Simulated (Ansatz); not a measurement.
Ba₃ZnN₂O in space group P4/mmm (No. 123; Pearson symbol tP7) at seven volumes, r²SCAN in the plane-wave PAW code Ansatz, shape and atoms relaxed at each. One row is withheld.

| V (Å³/atom) | P (GPa) |
|---|---|
| 20.104 | 7.35 |
| 20.767 | 4.47 |
| 21.430 | 2.04 |
| 22.092 | 0.00 |
| 22.755 | -1.71 |
| 23.418 | ? |
| 24.081 | -4.32 |

**Question.** Fit the shown pressures and predict the withheld one.

**Answer.** P = (3/2)B₀(x^(7/2) − x^(5/2))[1 + (3/4)(B′ − 4)(x − 1)] with x = (V₀/V)^(2/3). Least squares on the six rows gives V₀ = 22.094 Å³/atom, B₀ = 61.9 GPa, B′ = 4.87. At V = 23.418, x = 0.9619 and P = -3.13 GPa. The run itself gave -3.14 GPa.

The first step of the workflow began from a Materials Project structure, measured or hypothetical; the Crystallography Open Database copy checked does not list it. Whether it is the stable phase at ambient conditions was not checked. The r²SCAN relaxation kept the symmetry of its start; whether a distortion lowers the energy is not shown. Spin–orbit coupling is left out wherever it is not named.

Potentials: the later of the program's two PAW sets.
